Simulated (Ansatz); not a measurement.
What does Ansatz print for the nuclei with this input?

The cell is a diffraction structure from the COD, ions relaxed with PBE at fixed cell.

```yaml
crystal:
  lattice:
    - [3.9399999606, 0.0, 0.0]
    - [-1.9699999803, 3.4121400568, 0.0]
    - [0.0, 0.0, 6.523]
  atoms:
    - { symbol: Ca, position: [0.0, 0.0, 0.0] }
    - { symbol: Cu, position: [0.3333333333, 0.6666666667, 0.37256535] }
    - { symbol: Cu, position: [0.6666666667, 0.3333333333, 0.62743465] }
    - { symbol: S, position: [0.3333333333, 0.6666666667, 0.7414966921] }
    - { symbol: S, position: [0.6666666667, 0.3333333333, 0.2585033079] }
kpoints:
  mp_grid: { grid: [8, 8, 5] }
scf:
  occupations: { method: fermi_dirac, width: 0.02 }
hamiltonian:
  xc: r2scan
  pseudopotentials: { kind: paw }
output:
  forces: true
  stress: true
  populations: true
  efg:
    quadrupole_moments_barn: { Ca: -0.0408, Cu: -0.22, S: -0.0694 }
    contact_densities: true
```

```sh
ansatz run input.yaml --threads 1 --pin off --max-ram 3072MiB --backend cpu --events-out ev --progress --plain --runs-dir out
```

Of the output, the block on the nuclei alone is shown; the set-up, the SCF iterations, energies, forces and stress are cut. One atom of each set with nearly equal values is shown.

```
--- PAW observables at the nuclei: V_zz in 10²¹ V/m², potentials from the cell's mean, atoms counted from 1 ---
  atom   1  Ca V_zz =    -0.173445   η = 0.0000   by run symmetry: allowed   C_q = +0.1711 MHz
            electrostatic potential = -2215.441856 V   contact ρ = 41203.312641 e/Å³
  atom   2  Cu V_zz =    +0.893644   η = 0.0000   by run symmetry: allowed   C_q = -4.7538 MHz
            electrostatic potential = -3757.130994 V   contact ρ = 147404.414040 e/Å³
  atom   4  S  V_zz =    -0.457817   η = 0.0000   by run symmetry: allowed   C_q = +0.7683 MHz
            electrostatic potential = -1634.510405 V   contact ρ = 19734.069493 e/Å³
```

Hardware: 1 thread of Arm Neoverse V1 (aarch64; 28 cores open to the job, memory cap 3.0 GiB, no GPU), a shared host with a load of 0.9 a core. Wall time 26 s, CPU time 26 s, peak memory 0.63 GiB.
